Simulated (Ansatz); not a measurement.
An Ansatz input:

```yaml
crystal:
  lattice:
    - [1.863519511, 0.0, 0.0]
    - [0.0, 1.863519511, 0.0]
    - [0.0, 0.0, 1.863519511]
  atoms:
    - { symbol: B, position: [0.0, 0.0, 0.0] }
hamiltonian:
  xc: lda
  pseudopotentials:
    kind: paw
    azcp:
      B: "pseudopotentials/B.paw.azcp"
basis:
  ecutwfc: 420
  fft_grid_basis: typed
kpoints:
  mp_grid: { grid: [27, 27, 27], shift: [0, 0, 0] }
magnetization:
  spin_polarized: false
scf:
  occupations: { method: fermi_dirac, width: 0.1 }
output:
  write_density: true
  write_potential: true
  elf: true
  volumetric_format: npy
```

Terminal output

```
Warning: the record states the generating functional pbe (its physics header spells it `PBE`), which answers neither for hamiltonian.xc's functional nor for the lda family's — results may be inconsistent (PPs are generated against a specific XC)
Engine: ansatz 0.2.0, x86_64-unknown-linux-gnu
Pseudopotentials: kind: paw
Pseudopotential: B, paw, valence charge 3, recommended cutoff 420 eV (normal) 
Functional definition: SPW92
  exchange = slater_x
  correlation = pw_c
Crystal: 1 atoms, lattice volume = 6.471 Å³
Basis set: ecut = 420 eV, 123 PW (Γ)
Bands: 6, of which v1, the nominal top of the filled ones, is band 2 counted from 1 (1 counted from 0)
Symmetry: 48 space group operations
Space group: Pm-3m (ITA 221), of the structure as read, at distance tolerance 1.9e-5 Å
k-points: 560 of 19683
Non-local potential: B, projectors of the file, l = 0: 2, l = 1: 2, l = 2: 1
PAW form: soft (Blöchl's): semilocal exchange-correlation on the pseudo side does not see the compensation charge
PAW frozen core: B, regenerated for the run's functional, and the local potential with it (the file was generated under x = pbe(κ = 0.804, μ = 0.2195149727645171), c = pbe(β = 0.06672455060314922))
PAW one-centre angular grid: B, 110 points (default); XC on 64 Gauss nodes
Initial density: superposition of atomic densities (neutral atoms: chi_scale 0, normalization atom), corrected by the library's trained network
Initial wavefunctions: pseudopotential atomic-orbital guess
Functional: x = slater, c = lda
SCF iter   1: F=—  HF=-148.668907 eV  |F-HF|=—  |Δ(HF+E_count)|=         —  Δρ=4.15e-3  dr2=5.52e-4  ethr=1.77e-3  ⟨swp⟩=4.4  Hψ=25190  notcnv=0
SCF iter   2: F=—  HF=-148.668708 eV  |F-HF|=—  |Δ(HF+E_count)|=   1.99e-4  Δρ=1.84e-3  dr2=8.71e-5  ethr=1.84e-5  ⟨swp⟩=1.0  Hψ=7840  notcnv=0
SCF iter   3: F=—  HF=-148.668696 eV  |F-HF|=—  |Δ(HF+E_count)|=   1.16e-5  Δρ=2.01e-4  dr2=7.07e-7  ethr=2.90e-6  ⟨swp⟩=1.7  Hψ=3972  notcnv=0
iter 4 did not close the SCF: its close was put off for the readings that it lacked (scf_convergence_deferred on its scf_iter line)
SCF iter   4: F=-148.668697 eV  HF=-148.668697 eV  |F-HF|=6.21e-9  |Δ(HF+E_count)|=   3.00e-7  Δρ=1.66e-5  dr2=1.15e-8  ethr=2.36e-8  ⟨swp⟩=1.8  Hψ=4085  notcnv=0
iter 5 did not close the SCF: its close was put off for the readings that it lacked (scf_convergence_deferred on its scf_iter line)
SCF iter   5: F=-148.668697 eV  HF=-148.668697 eV  |F-HF|=4.61e-11  |Δ(HF+E_count)|=   5.08e-9  Δρ=1.35e-6  dr2=8.81e-11  ethr=3.84e-10  ⟨swp⟩=1.7  Hψ=3952  notcnv=0
SCF iter   6: F=-148.668697 eV  HF=-148.668697 eV  |F-HF|=1.88e-12  |Δ(HF+E_count)|=  3.65e-11  Δρ=2.99e-7  dr2=4.37e-12  ethr=2.94e-12  ⟨swp⟩=1.5  Hψ=10218  notcnv=0
SCF 1 converged in 6 iterations: F = -148.668697 eV  dr2 = 4.37e-12
SCF converged after 6 iterations
Free energy (F): -148.668697 eV
Harris-Foulkes:  -148.668697 eV  (|F-HF|=1.88e-12)
Internal energy: -148.659424 eV  (E = F + TS)
E sigma→0 (E₀):  -148.664060 eV
Entropy (-TS):   -0.009272 eV (-9.272 meV/atom)
Fermi energy:    10.716824 eV
--- Per-component energies (eV) ---
  E_band       = 14.294132
  E_kinetic    = 47.902934
  E_local      = -7.315373  (includes V_loc(G=0)·N_el)
  E_nonlocal   = 12.831547
  E_hartree    = 0.980719
  E_xc         = -31.978176
  E_vxc        = -38.061760  (∫ρ·V_xc dr)
  E_paw        = -72.468240  (= ΣΔE_a)
  E_vpaw       = -3.024654  (= ΣTr[D̂ρ^β])
  E_aug_tail   = -0.000003  (compensation charges beyond the density's cutoff)
  E_ewald      = -98.658667
  E_core_change = 0.045834  (= ΣΔE_core)
  E_smearing   = -0.009272  (= −TS)
  E_closure    = 0.000000  (closes the sum)
  Σ components = -148.668697   (vs F -148.668697, Δ=0.00e0)
--- Band table (eV; the first three rows and the last of 560) ---
  k-point 0: bands = ["-5.2378", "24.5177", "24.5177", "24.5177", "35.3249", "35.3249"]
  k-point 1: bands = ["-5.1907", "24.0034", "24.5576", "24.5576", "35.3805", "35.8964"]
  k-point 2: bands = ["-5.0494", "22.7041", "24.6766", "24.6766", "35.5470", "37.3555"]
  k-point 559: bands = ["13.9747", "14.1390", "14.1390", "27.4916", "27.7473", "27.7473"]
```
